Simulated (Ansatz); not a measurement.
Ba (bcc (W type), Im-3m) under volume change, plane-wave PAW PBE (Ansatz code), scaled uniformly.

```json
[
 {"V (Å³/atom)": "57.575", "E − E(relaxed) (meV/atom)": "15.2", "P (GPa)": "0.91"},
 {"V (Å³/atom)": "59.473", "E − E(relaxed) (meV/atom)": "6.5", "P (GPa)": "0.57"},
 {"V (Å³/atom)": "61.371", "E − E(relaxed) (meV/atom)": "1.6", "P (GPa)": "0.27"},
 {"V (Å³/atom)": "63.269", "E − E(relaxed) (meV/atom)": "0.0", "P (GPa)": "0.00"},
 {"V (Å³/atom)": "65.167", "E − E(relaxed) (meV/atom)": "1.5", "P (GPa)": "-0.24"},
 {"V (Å³/atom)": "67.065", "E − E(relaxed) (meV/atom)": "5.6", "P (GPa)": "-0.46"},
 {"V (Å³/atom)": "68.964", "E − E(relaxed) (meV/atom)": "12.2", "P (GPa)": "-0.65"}
]
```

Q: What does a third-order Birch–Murnaghan fit give for V₀, B₀ and B′?

A: V₀ = 63.26 Å³/atom, B₀ = 8.5 GPa, B′ = 2.7.

The cell was relaxed with PBE under the symmetry of its start. Scalar-relativistic: spin–orbit coupling is off unless named, which matters more the heavier the elements.

Potentials: the earlier of the program's two PAW sets.
